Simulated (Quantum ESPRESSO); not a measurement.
Simulation results for Si3BC3N (made-up cell)

Computed with Quantum ESPRESSO 7.5. Calculation on a made-up crystal cell, not a measurement, with one named mistake planted (healthy values lack it): periodic Kohn-Sham density functional theory in plane waves with PseudoDojo standard norm-conserving scalar-relativistic pseudopotentials, each functional with its own files (v0.5 for PBE, v0.4.1 for LDA and PBEsol), no spin polarisation, no spin-orbit coupling, atoms not relaxed, stress positive in tension, energies less a fixed whole-eV offset for each atom's element; levels are Kohn-Sham levels at fractions of this cell's reciprocal vectors, counted from the reference band (half the neutral cell's valence electrons, rounded up) at Gamma; error bars cover cutoff and k-mesh only, not smearing or the files; a charged cell sits in a uniform background, with energy and stress on this program's zero of potential; each bar is the largest change over components, and at least 0.002 eV, 0.002 eV per angstrom or 0.02 GPa; energies are for the whole cell, and the offsets were chosen from early runs and are not element reference energies; a distance is the largest change of any value in units of its error bar, a scale change is of lengths, and a coarse mesh keeps the half-step shift.

Si3BC3N (made-up cell)

Intended structure:
```xyz
8
Lattice="3.0580 0.0214 0.0039 0.0371 5.2681 0.0070 0.0063 0.0066 4.9137" Properties=species:S:1:pos:R:3 Si3BC3N
B     -0.0051     0.0666    -0.0802
Si     1.5535     2.5836     0.0491
Si     1.5479     0.8210     2.4791
Si     0.0290     3.5741     2.4156
C     -0.0852     0.1438     1.8398
C      1.5737     2.7393     1.7371
N      1.4948     0.9501     4.3292
C      0.1303     3.5293     4.3228
```

| Quantity | Value |
| --- | --- |
| lattice type | wurtzite |
| intended functional | pbe |
| intended cutoff | 1143 eV |
| intended fermi dirac smearing | 0.025 eV |
| intended scf tolerance | 1e-07 eV |
| intended electrons removed | 0 |
| healthy free energy less offsets | -3.51 eV |
| healthy smearing term minus ts | 0 eV |
| healthy scf iterations | 12 |
| healthy pressure | -4.19 GPa |
| healthy stress xx | 4.49 GPa |
| healthy stress yy | 13.51 GPa |
| healthy stress zz | -5.41 GPa |
| healthy stress yz | -4.05 GPa |
| healthy stress xz | 1.32 GPa |
| healthy stress xy | 7.53 GPa |
| healthy reference band | 16 |
| fault kind | wrong charge |
| fault electrons removed | -1 |
| intended k mesh | 6 x 4 x 4, shifted by half a step |
| structure shown | as intended, without the mistake |
| faulty fermi level | ? |
| faulty stress yz | ? |
| faulty stress xz | ? |
| faulty stress zz | ? |

Atoms:
```csv
atoms element,atom site,atom energy offset (eV)
B,1,-79
Si,2,-115
Si,3,-115
Si,4,-115
C,5,-163
C,6,-163
N,7,-283
C,8,-163
```

Healthy forces:
```csv
site,x (eV/Å),y (eV/Å),z (eV/Å)
1,0.062,-1.502,1.997
2,1.219,2.77,-3.305
3,-3.308,3.862,0.072
4,0.277,-0.156,0.069
5,3.737,-2.627,-2.436
6,-0.312,-1.441,4.944
7,0.246,-2.788,-0.545
8,-1.922,1.881,-0.797
```

Healthy levels:
```csv
level k point,next band up (eV)
Gamma,1.785
"(1/2,1/2,1/2)",2.181
"(0.15,0,0)",3.022
"(0,0.15,0)",1.962
"(0,0,0.15)",1.854
```

Q: What faulty fermi level does the calculation give for Si3BC3N (made-up cell)?
A: 2.988 eV

Q: What faulty stress yz does the calculation give for Si3BC3N (made-up cell)?
A: -4.061 GPa

Q: What faulty stress xz does the calculation give for Si3BC3N (made-up cell)?
A: 2.239 GPa

Q: Give the missing faulty stress zz for Si3BC3N (made-up cell).
A: -33.18 GPa

Q: Give the table of faulty forces values for Si3BC3N (made-up cell).
A: 
Faulty forces:
```csv
site,x (eV/Å),y (eV/Å),z (eV/Å)
1,0.1464,-0.989,1.733
2,1.23,2.078,-3.131
3,-3.213,2.768,0.8264
4,0.2487,0.6054,0.7785
5,3.636,-2.35,-2.969
6,-0.3,-1.253,4.404
7,0.1532,-2.551,-0.7473
8,-1.901,1.691,-0.8951
```

Further results for Si3BC3N (made-up cell):

| Quantity | Value |
| --- | --- |
| faulty free energy less offsets | 8.517 eV |
| faulty smearing term minus ts | -0.003943 eV |
| faulty scf iterations | 12 |
| faulty pressure | 25.46 GPa |
| faulty stress xx | -27.76 GPa |
| faulty stress yy | -15.44 GPa |
| faulty stress xy | 7.19 GPa |
| faulty reference band | 16 |
| other mistakes run | 7 |
| distance from healthy | 5890 error bars |
| distance from nearest other mistake | 3535 error bars |
| healthy error bar energy | 0.002042 eV |
| healthy error bar stress | 0.08452 GPa |
| healthy error bar force | 0.004474 eV/Å |
| healthy error bar next band up | 0.002 eV |

Faulty levels:
```csv
level k point,next band up (eV)
Gamma,2.072
"(1/2,1/2,1/2)",2.265
"(0.15,0,0)",3.116
"(0,0.15,0)",2.236
"(0,0,0.15)",2.144
```
